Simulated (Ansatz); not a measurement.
The relaxed structure here is a generated cell of Al2O3: the first start was made by placing the elements on the sites of a structure type, and the end was not matched to a known phase here, so it may be hypothetical. Known forms of Al2O3 include space group No. 167.

One stationary structure of Al$_{2}$O$_{3}$. Space group C2 (No. 5). All values below come from PBEsol (plane waves to 420 eV, PAW, scalar-relativistic; Ansatz, a program for electronic structure).

```xyz
5
Lattice="1.7984 -2.3365 0.0000 1.7984 2.3365 0.0000 -1.7918 0.0000 5.7567" Properties=species:S:1:pos:R:3 pbc="T T T"
O      0.0068     1.5698     3.8790
O      1.7983     1.5698     1.8777
O      1.7984    -1.0777     0.0000
Al     0.9025    -1.9287     2.8784
Al     1.7984     1.7798     0.0000
```

### Question
Estimate the band gap that PBEsol returns for this input.

### Answer
3.83 eV, indirect (valence top at k = (0.1667, 0.1667, 0.3333), conduction bottom at Γ) (no spin-orbit coupling).

### Question
What is the computed smallest direct gap (PBEsol)?

### Answer
4.26 eV at Γ.

No spin polarisation in the result.

It was reached from a disturbed copy of a P4/mbm (No. 127) cell, against which it lies -695 meV/atom.
